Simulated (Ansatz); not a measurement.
Input:

CuAu:
```
CuAu
1.0
    2.87734     0.00000     0.00000
    0.00000     2.87734     0.00000
    0.00000     0.00000     3.62296
Cu Au
1 1
Direct
  0.50000   0.50000   0.50000
  0.00000   0.00000   0.00000
```

This is the PBE-relaxed structure.

Q: All from the program Ansatz at the PBE level (PAW), unless another level is named. Estimate the density of states at the Fermi level.

A: 0.31 states/eV per atom (mean over ±0.08 eV).

Q: Predict the formation energy from the elements (no fitted shifts).

A: -0.055 eV/atom.

Space group P4/mmm (L1₀ or tetragonal B2). The cell was relaxed with PBE under the symmetry of its start. No spin polarisation was allowed. The references are the lowest solids computed at this level, not always the standard phases. Scalar-relativistic: spin–orbit coupling is off unless named, which matters more the heavier the elements.

Potentials: the earlier of the program's two PAW sets.
